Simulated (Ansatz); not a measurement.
SiO2 with Nb replacing Si: gradients before and after relaxing the atoms

Start: a supercell of SiO2 (quartz type, P3_121) built from an entry of the Crystallography Open Database (COD), with all atoms left at the host's positions.

```cif
data_NbSi17O36
_symmetry_space_group_name_H-M 'C2'
_symmetry_Int_Tables_number 5
_cell_length_a 8.5144
_cell_length_b 14.7474
_cell_length_c 10.8182
_cell_angle_alpha 90.000
_cell_angle_beta 90.000
_cell_angle_gamma 90.000
loop_
_atom_site_label
_atom_site_type_symbol
_atom_site_symmetry_multiplicity
_atom_site_Wyckoff_symbol
_atom_site_fract_x
_atom_site_fract_y
_atom_site_fract_z
Nb Nb 2 b 0.5000 0.3232 0.5000
Si2 Si 2 a 0.5000 0.3232 0.0000
Si3 Si 2 b 0.5000 0.9899 0.5000
Si4 Si 2 a 0.5000 0.9899 0.0000
Si5 Si 2 b 0.5000 0.6566 0.5000
Si6 Si 2 a 0.5000 0.6566 0.0000
Si7 Si 4 c 0.7349 0.0884 0.3333
Si8 Si 4 c 0.7349 0.0884 0.8333
Si9 Si 4 c 0.7349 0.7551 0.3333
Si10 Si 4 c 0.7349 0.7551 0.8333
Si11 Si 4 c 0.2349 0.9217 0.3333
Si12 Si 4 c 0.2349 0.9217 0.8333
O19 O 4 c 0.7929 0.0203 0.2262
O20 O 4 c 0.7929 0.0203 0.7262
O21 O 4 c 0.2929 0.1870 0.2262
O22 O 4 c 0.2929 0.1870 0.7262
O23 O 4 c 0.2929 0.8536 0.2262
O24 O 4 c 0.2929 0.8536 0.7262
O25 O 4 c 0.6340 0.9267 0.5595
O26 O 4 c 0.6340 0.9267 0.0595
O27 O 4 c 0.1340 0.0934 0.5595
O28 O 4 c 0.1340 0.0934 0.0595
O29 O 4 c 0.6340 0.2601 0.5595
O30 O 4 c 0.6340 0.2601 0.0595
O31 O 4 c 0.5731 0.0530 0.3928
O32 O 4 c 0.5731 0.0530 0.8928
O33 O 4 c 0.5731 0.7196 0.3928
O34 O 4 c 0.5731 0.7196 0.8928
O35 O 4 c 0.5731 0.3863 0.3928
O36 O 4 c 0.5731 0.3863 0.8928
```

One atom of each set is listed; the run and its k-mesh use a cell of 54 atoms with edges of 8.51, 8.51, 10.82 Å.

Level of theory: DFT, PBE, plane waves and PAW, scalar-relativistic, 420 eV cutoff, Γ-centred 3×3×2 k-points, Fermi–Dirac smearing 0.01 eV, cell charge +1 (Ansatz 0.2.0).

The largest force at the start is 14 eV/Å. Relaxing the ions at fixed cell moves them by 0.317 Å at most (atom 49, O) and 0.134 Å rms.

```json
{"site": "Nb", "moved (Å)": "0.137", "first shell before": "4 O at 1.61 Å", "first shell after": "4 O at 1.83–1.84 Å", "V_zz before (10²¹ V/m²)": "-1.81", "η before": "0.86"}
{"site": "Si3", "moved (Å)": "0.008", "first shell before": "4 O at 1.61 Å", "first shell after": "4 O at 1.63 Å", "V_zz before (10²¹ V/m²)": "0.80", "η before": "0.48"}
{"site": "Si4", "moved (Å)": "0.006", "first shell before": "4 O at 1.61 Å", "first shell after": "4 O at 1.62–1.63 Å", "V_zz before (10²¹ V/m²)": "0.82", "η before": "0.54"}
{"site": "Si5", "moved (Å)": "0.032", "first shell before": "4 O at 1.61 Å", "first shell after": "4 O at 1.62–1.64 Å", "V_zz before (10²¹ V/m²)": "0.80", "η before": "0.67"}
{"site": "Si6", "moved (Å)": "0.085", "first shell before": "4 O at 1.61 Å", "first shell after": "4 O at 1.62–1.63 Å", "V_zz before (10²¹ V/m²)": "0.82", "η before": "0.62"}
{"site": "Si8", "moved (Å)": "0.083", "first shell before": "4 O at 1.61 Å", "first shell after": "4 O at 1.61–1.63 Å", "V_zz before (10²¹ V/m²)": "0.85", "η before": "0.52"}
{"site": "Si9", "moved (Å)": "0.243", "first shell before": "4 O at 1.61 Å", "first shell after": "4 O at 1.61–1.67 Å", "V_zz before (10²¹ V/m²)": "1.14", "η before": "0.89"}
{"site": "Si11", "moved (Å)": "0.151", "first shell before": "4 O at 1.61 Å", "first shell after": "4 O at 1.61–1.66 Å", "V_zz before (10²¹ V/m²)": "0.81", "η before": "0.62"}
{"site": "O20", "moved (Å)": "0.110", "first shell before": "2 Si at 1.61 Å, angle 144°", "first shell after": "2 Si at 1.61–1.63 Å, angle 137°", "V_zz before (10²¹ V/m²)": "9.34", "η before": "0.18"}
{"site": "O21", "moved (Å)": "0.252", "first shell before": "2 Si at 1.61 Å, angle 144°", "first shell after": "2 Si at 1.61–1.62 Å, angle 138°", "V_zz before (10²¹ V/m²)": "9.27", "η before": "0.16"}
{"site": "O24", "moved (Å)": "0.104", "first shell before": "2 Si at 1.61 Å, angle 144°", "first shell after": "2 Si at 1.62–1.65 Å, angle 139°", "V_zz before (10²¹ V/m²)": "9.06", "η before": "0.14"}
{"site": "O29", "moved (Å)": "0.317", "first shell before": "1 Nb at 1.61 Å, 1 Si at 1.61 Å, angle 144°", "first shell after": "1 Si at 1.67 Å, 1 Nb at 1.83 Å, angle 136°", "V_zz before (10²¹ V/m²)": "4.40", "η before": "0.14"}
{"site": "O33", "moved (Å)": "0.219", "first shell before": "2 Si at 1.61 Å, angle 144°", "first shell after": "2 Si at 1.61–1.64 Å, angle 137°", "V_zz before (10²¹ V/m²)": "9.05", "η before": "0.22"}
{"site": "O35", "moved (Å)": "0.175", "first shell before": "1 Si at 1.61 Å, 1 Nb at 1.61 Å, angle 144°", "first shell after": "1 Si at 1.66 Å, 1 Nb at 1.84 Å, angle 139°", "V_zz before (10²¹ V/m²)": "4.41", "η before": "0.04"}
```

(1) What are V_zz and η after the relaxation?

## Answers

(1) 

```tsv
site	V_zz after	η after	change of V_zz
Nb	-1.75	0.27	–
Si3	0.43	0.94	-0.37
Si4	-0.55	0.50	–
Si5	-1.26	0.03	–
Si6	-0.68	0.21	–
Si8	1.04	0.99	+0.19
Si9	2.82	0.43	+1.68
Si11	2.26	0.27	+1.45
O20	8.80	0.33	-0.54
O21	8.87	0.31	-0.40
O24	9.27	0.17	+0.21
O29	5.09	0.09	+0.69
O33	9.23	0.27	+0.18
O35	5.20	0.18	+0.79
```

The largest change of V_zz along a kept axis is on Si9, from 1.14 to 2.82. The whole tensor moves most on Nb, by 3.20 along its most changed direction. In per cent, |V_zz| changes by -46 to +178 on Si, -6 to +18 on O (all sites that start above 0.5, bar those whose gradient vanishes or changes sign or whose main axis turns by over 40°). Where |V_zz| stays above 0.1 and the axes keep their order, η moves most on Si8, from 0.52 to 0.99. On O29, Si3 V_xx and V_yy change places (or their axes turn by over 50°), so the two values of η hide a larger change. On Nb, Si6, Si4, Si5 the largest principal value lies along another axis in the second run, so the two V_zz can't be compared directly. The table leaves out 16 of the 30 sites, with |V_zz| up to 9.64; their tensors move by 1.54 at most along any direction. The statements above cover all sites. The host's own positions weren't relaxed first, so part of the change far from the defect can be the host's relaxation.

The defect repeats with the cell of 54 atoms, so it feels its images: sites between two images don't show the values beside a lone defect, and zeros or small values of η there can come from the images' arrangement. O and Si carry a gradient in the pure host already, so the values there aren't the defect's effect alone. A uniform background compensates the cell's charge. Without spin–orbit coupling (the program notes it for Nb) the gradients are little affected as a rule: paired runs on crystals with a gap mostly move them by under 2 % at such atoms.
Before: The cell keeps the host's lattice, where the PBE pressure is 16 GPa (in a charged cell this depends on the convention for the mean potential). The neighbours have not yet relaxed around the defect (largest force 14 eV/Å), so the values at and beside it are those of a strained start, not of the defect in a real crystal.
After: The relaxation keeps the site symmetry 2 of the start, so the impurity can move only along its axis; a start off the site could end lower.
